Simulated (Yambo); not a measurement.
Quantum ESPRESSO input (LDA, PseudoDojo standard norm-conserving files, scalar-relativistic) whose wavefunctions are converted with p2y:

```
&CONTROL
  calculation = 'nscf'
  pseudo_dir = './pseudo'
  outdir = './out'
/
&SYSTEM
  ibrav = 0
  nat = 4
  ntyp = 2
  ecutwfc = 84.0
  ecutrho = 336.0
  occupations = 'fixed'
  force_symmorphic = .true.
  nbnd = 123
/
&ELECTRONS
  conv_thr = 4e-09
  diago_full_acc = .true.
  diago_thr_init = 1e-08
/
ATOMIC_SPECIES
O 15.9990 O.upf
Ba 137.3270 Ba.upf
CELL_PARAMETERS angstrom
  3.699813780608   0.000000000000   0.000000000000
 -1.849906890304   3.204132723278   0.000000000000
  0.000000000000   0.000000000000   6.466213913000
ATOMIC_POSITIONS crystal
O   0.000000000000   0.000000000000   0.500000000000
O   0.000000000000   0.000000000000   0.000000000000
Ba   0.333333333333   0.666666666667   0.250000000000
Ba   0.666666666667   0.333333333333   0.750000000000
K_POINTS automatic
3 3 1 0 0 0
```

Yambo's initialisation report on symmetry, reciprocal space, the k grid and the gaps on this mesh:

```
  [02.02] Symmetries
  ==================

  Inversion symmetry    : yes
  Spatial inversion     : yes
  Inversion index       :   7
  K-space Time-reversal : no
  Magnetic symmetries   : no
  Group table correct   : yes
  Symmetries units      :  [cc]

  [02.03] Reciprocal space
  ========================

  nG shells         :  2466
  nG charge         :   53849
  nG WFs            :   7937
  nC WFs            :   6738
  G-vecs. in first 80 shells:  [ Number ]
     1    3    5   11   23   35   37   43   55
    67   69   81   87   99  111  123  135  137
   149  161  173  185  209  221  245  247  253
    265   289   301   313   325   337   361   373   385
    391   393   405   417   429   441   453   465   489
    513   537   549   561   573   597   599   623   635
    641   653   665   677   701   713   725   737   749
    761   773   797   821   845   857   859   871   895
    907   919   931   943   967   991  1015  1039
  ...
  Shell energy in first 80 shells:  [ mHa ]
    0.00000      132.200      528.801      538.407      670.608      1067.21      1189.80      1615.22      1728.21
    1747.42      2115.20      2144.02      2153.63      2285.83      2653.61      2682.43      2805.02      3305.00
    3343.43      3730.42      3768.85      3843.41      3901.05      4268.83      4297.65      4759.20      4845.67
    4920.23      4958.65      4977.87      5297.61      5374.47      5458.63      5884.05      6035.47      6374.43
    6460.89      6477.81      6593.09      6912.83      6960.87      6989.69      6999.30      7016.21      7073.85
    7131.50      7528.10      7650.69      8093.03      8150.67      8189.10      8460.81      8528.06      8576.09
    8614.52      8631.44      8746.72      8999.22      9114.50      9143.32      9604.87      9765.89      9804.32
    10076.0      10229.7      10246.7      10304.3      10361.9      10614.4      10708.2      10729.7      10758.5
    11220.1      11246.6      11306.6      11323.5      11419.5      11438.8      11758.5      11835.4
  ...

  [02.04] K-grid lattice
  ======================

  Compatible Grid is   : 2D
  Base K vectors       :  K_min[ 1 ]  K_min[ 2 ]  K_min[ 3 ]
  K_min[ 1 ] :  0.27204E-16  0.33333       0.0000     [rlu]
  K_min[ 2 ] :  0.33333     -0.28560E-13   0.0000     [rlu]
  Grid dimensions      :  3  3
  K lattice UC volume  :  0.053279 [a.u.]

  IBZ K-points                                      :  3
  BZ  K-points                                      :   9

  K/Q-points units:
  rlu = crystal or reduced units; cc = cartesian coordinates; iku = interal k-units

  K [1]          [rlu]:  0.000000  0.000000  0.000000
         WF components:   6701
  K [2]          [rlu]:  0.000000  0.333333  0.000000
         WF components:   6738
  K [3]          [rlu]:  0.333333  0.333333  0.000000
         WF components:   6714

  [02.05] Energies & Occupations
  ==============================

  [X] === General ===
  [X] Electronic Temperature                        :  0.000000  0.000000 [eV K]
  [X] Bosonic    Temperature                        :  0.000000  0.000000 [eV K]
  [X] Finite Temperature mode                       : no
  [X] El. density                                   :  0.41745E+24 [cm-3]
  [X] Fermi Level                                   :  9.503496 [eV]

  [X] === Gaps and Widths ===
  [X] Conduction Band Min                           :  2.760597 [eV]
  [X] Valence Band Max                              :  0.000000 [eV]
  [X] Filled Bands                                  :  16
  [X] Empty Bands                                   :   17  123
  [X] Direct Gap                                    :  2.858927 [eV]
  [X] Direct Gap localized at k                     :  2
  [X] Indirect Gap                                  :  2.760597 [eV]
  [X] Indirect Gap between kpts                     :  1  2
  [X] Last valence band width                       :  0.770449 [eV]
  [X] 1st conduction band width                     :  1.582940 [eV]
```
The gaps are LDA values on this mesh alone; only operations without fractional translations are kept.

Geometry relaxed with LDA.
